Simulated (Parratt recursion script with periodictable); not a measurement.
## Thickness fringes of films on Al2O3 (Neutron reflectivity)

Calculation: specular neutron reflectivity, Parratt recursion, Névot-Croce roughness, natural isotopes, no magnetic scattering; Parratt recursion script with periodictable 1.7.1.

Neutron wavelength 4.75 Å. Q is scanned from 0.004 to 0.3 Å⁻¹ in 600 evenly spaced points, and the curve is smoothed with a Gaussian of 0.001 Å⁻¹ full width. A minimum is a scan point below both neighbours, placed by a parabola through ln R at the three points.

Each run is one film on Al2O3 (density 3.873 g/cm³, ρ = 5.562 × 10⁻⁶ Å⁻², rms roughness 2.5 Å) under vacuum. The film surface has an rms roughness of 6.7 Å in all runs. ρ and ρ″ are the real and imaginary parts of the scattering length density. The table lists all minima between 0.03 and 0.265 Å⁻¹.

| run | film | thickness d (Å) | density (g/cm³) | ρ (10⁻⁶ Å⁻²) | ρ″ (10⁻⁶ Å⁻²) | minima at Q (Å⁻¹) |
|---|---|---|---|---|---|---|
| A | Ge | 75 | 4.488 | 3.045 | 2.276 × 10⁻⁴ | 0.0437, 0.1262, 0.2100 |
| B | Ge | 75 | 5.279 | 3.582 | 2.678 × 10⁻⁴ | 0.0459, 0.1269, 0.2097 |
| C | Ge | 75 | 3.696 | 2.508 | 1.875 × 10⁻⁴ | 0.0444, 0.1266, 0.2112 |
| D | Ge | 75 | 4.224 | 2.866 | 2.142 × 10⁻⁴ | 0.0436, 0.1263, 0.2103 |
| E | Ge | 150 | 4.488 | 3.045 | 2.276 × 10⁻⁴ | ? |

Densities are inputs, not measurements. They were set from computed cells of the Materials Project: Ge from entry mp-32 (Fd-3m, 5.279 g/cm³, taken at 70, 80, 85 and 100 %); Al2O3 from entry mp-1143 (R-3c, 3.873 g/cm³). A layer's crystal structure does not enter its constants, only its composition and density.

**Question.** How many minima does run E have between 0.03 and 0.265 Å⁻¹, and where?

**Answer.** Inside a film the fringe order is m = (d/2π)(Q² − 16πρ)^½, with the film's own ρ. Where the film's ρ lies between zero and the substrate's, its two faces reflect with the same sign, and minima are expected at half-integer m.

- Run A, ρ between zero and the substrate's: the minima give m = 0.50, 1.50, 2.50.
- Run B, ρ between zero and the substrate's: the minima give m = 0.52, 1.51, 2.50.
- Run C, ρ between zero and the substrate's: the minima give m = 0.51, 1.51, 2.52.
- Run D, ρ between zero and the substrate's: the minima give m = 0.50, 1.50, 2.51.

In run E the film's ρ lies between zero and the substrate's, so take half-integer m. The window runs from m = 0.65 to 6.32 and holds m = 1.5, 2.5, 3.5, 4.5, 5.5. Then Q² = 16πρ + (2πm/d)² gives Q = 0.0640, 0.1054, 0.1471, 0.1889, 0.2307 Å⁻¹.

The run has 5 minima, at 0.0641, 0.1054, 0.1471, 0.1889, 0.2308 Å⁻¹. The largest distance from one of them to an estimated minimum is 0.0001 Å⁻¹, against a mean spacing of 0.0417 Å⁻¹.
